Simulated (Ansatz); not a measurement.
Trial structure of Mo2C3, not yet relaxed:

```yaml
crystal:
  lattice:
    - [5.51287, 0.00000, 0.00000]
    - [0.00000, 5.51287, 0.00000]
    - [0.00000, 0.00000, 5.51287]
  atoms:
    - { symbol: Mo, position: [0.50000, 0.50000, 0.50000] }
    - { symbol: Mo, position: [0.00000, 0.00000, 0.00000] }
    - { symbol: C, position: [0.00000, 0.50000, 0.50000] }
    - { symbol: C, position: [0.50000, 0.00000, 0.50000] }
    - { symbol: C, position: [0.50000, 0.50000, 0.00000] }
```

Theory: Ansatz, DFT PBE, scalar-relativistic, plane waves, PAW. Cutoff 420 eV; k points 4×4×4 on the computed 5-atom cell (Γ-centred); Gaussian smearing, width 0.10 eV; no spin polarisation.

The zero of energy is the elements' standard structures at the same level; no fitted shifts are applied.

Q: How far from equilibrium is it?

A: The pressure is -20.6 GPa (it wants to contract), the largest force is 0.00 eV/Å (symmetry fixes the atoms), and the energy is +5.68 eV/atom against the elements. The shortest distance is 2.76 Å.

Q: Is it a good guess?

A: A poor one: relaxing gains about 3.6 eV/atom (the start's value is from the coarse mesh, so the gain is rough) in 15 ionic steps and ends at +2.10 eV/atom on the finer mesh. The symmetry stays Pm-3m (No. 221). The volume per atom shrinks by 62.2 %, from 33.5 to 12.7 Å³. The shortest distance goes from 2.76 Å (Mo–C) to 1.99 Å (Mo–C). Conventional cell: a = 3.987 Å. Mo on its first site is surrounded by 6 C at 1.99 Å; Mo on its second site has 12 C at 2.82 Å; around C lie 2 Mo at 1.99 Å, 4 Mo at 2.82 Å and 8 C at 2.82 Å.

The last run used collinear spin, a 10×10×10 mesh for its 5-atom cell and Gaussian smearing of 0.10 eV. The reference form of C is held partly by dispersion forces, which this level lacks. Another magnetic order may lie lower. The relaxation can't lower the symmetry of the start, and the grade says only how near the guess is to its own end. Symmetry constrained the relaxation, so the result can be a saddle point.
